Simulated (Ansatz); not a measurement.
Os (hcp type), DFT, PBE, all-electron PAW with datasets made for the crystal, scalar-relativistic (Ansatz 0.2.0), on 1 thread of Arm Neoverse V1 (shared host).

Command: `ansatz run input.yaml --threads 1 --pin off --max-ram 2048MiB --backend cpu --events-out ev --progress --plain --runs-dir out`

```yaml
crystal:
  lattice:
    - [2.7536411952, 0.0, 0.0]
    - [-1.3768205976, 2.384723228, 0.0]
    - [0.0, 0.0, 4.3491200764]
  atoms:
    - { symbol: Os, position: [0.3333333333, 0.6666666667, 0.25] }
    - { symbol: Os, position: [0.6666666667, 0.3333333333, 0.75] }
kpoints:
  mp_grid: { grid: [18, 18, 10] }
scf:
  occupations: { method: fermi_dirac, width: 0.08 }
hamiltonian:
  xc: pbe
  pseudopotentials: { kind: all_electron, datasets: crystal }
output:
  forces: true
  stress: true
  eigenvalues: true
```

Problem. How large is the problem that the program sets up?

Solution. 222 irreducible k-points, 379 plane waves at Γ, 13 bands.

Problem. About how long does it take, and how much memory?

Solution. 30 s of wall time for 9 SCF iterations, with a peak of 0.65 GiB. Times on shared machines scatter by tens of per cent.
